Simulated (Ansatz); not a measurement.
Al (fcc, Cu type)

```
CELL_PARAMETERS angstrom
      0.00000     1.99599     1.99599
      1.99599     0.00000     1.99599
      1.99599     1.99599     0.00000
ATOMIC_POSITIONS crystal
  Al 0.00000 0.00000 0.00000
```

The slice is a {111} plane (indices of the conventional cell) through the point (0.000, 0.000, 0.000) (fractional), spanned by u = [100] and v = [-1 2 0] in vectors of this cell: u (2.82 Å) and v (4.89 Å, at 90° to u). It covers one period; positions are fractions (u, v).

Calculation: r2SCAN (plane waves to 500 eV, PAW, scalar-relativistic; Ansatz, a quantum-chemistry and plane-wave program). k mesh 20×20×20. Inside the PAW spheres the values are not all-electron values, and peaks at nuclei hang on which shells count as valence. Al was relaxed with its symmetry unable to fall.

Three fields on this plane, each scaled to ten steps between its own extremes (0 low, 9 high; the total valence density on a logarithmic scale, the potential cut 8 eV below its top; x marks points blanked near nuclei; v = 0 in the bottom row):

Map A
```
|xxxxx58785xxxx|
|xxxxx66466xxxx|
|xxxx3631363xxx|
|xxx585101585xx|
|35898521258985|
|66788766678876|
|12589853589852|
|01585xxxxx5851|
|1363xxxxxxx363|
|466xxxxxxxxx66|
|785xxxxxxxxx58|
|894xxxxxxxxx49|
|785xxxxxxxxx58|
|466xxxxxxxxx66|
|1363xxxxxxx363|
|01585xxxxx5851|
|12589853589852|
|66788766678876|
|35898521258985|
|xxx585101585xx|
|xxxx3631363xxx|
|xxxxx66466xxxx|
|xxxxx58785xxxx|
|xxxxx49894xxxx|
```

Map B
```
|xxxxx98689xxxx|
|xxxxx95359xxxx|
|xxxx9721279xxx|
|xxx984101489xx|
|89997421247999|
|56677665667766|
|12479998999742|
|01489xxxxx9841|
|1279xxxxxxx972|
|359xxxxxxxxx95|
|689xxxxxxxxx98|
|789xxxxxxxxx98|
|689xxxxxxxxx98|
|359xxxxxxxxx95|
|1279xxxxxxx972|
|01489xxxxx9841|
|12479998999742|
|56677665667766|
|89997421247999|
|xxx984101489xx|
|xxxx9721279xxx|
|xxxxx95359xxxx|
|xxxxx98689xxxx|
|xxxxx98789xxxx|
```

Map C
```
|xxxxx06760xxxx|
|xxxxx37873xxxx|
|xxxx0589850xxx|
|xxx047999740xx|
|01357899987531|
|66777766677776|
|99875310135789|
|99740xxxxx0479|
|9850xxxxxxx058|
|873xxxxxxxxx37|
|760xxxxxxxxx06|
|760xxxxxxxxx06|
|760xxxxxxxxx06|
|873xxxxxxxxx37|
|9850xxxxxxx058|
|99740xxxxx0479|
|99875310135789|
|66777766677776|
|01357899987531|
|xxx047999740xx|
|xxxx0589850xxx|
|xxxxx37873xxxx|
|xxxxx06760xxxx|
|xxxxx06760xxxx|
```

### Question
Assign the maps to these fields: electron localisation function (ELF); valence electron density; electrostatic potential energy of an electron, from the cell's mean.

### Answer
A is the electron localisation function (ELF); B is the valence electron density; C is the electrostatic potential energy of an electron, from the cell's mean.
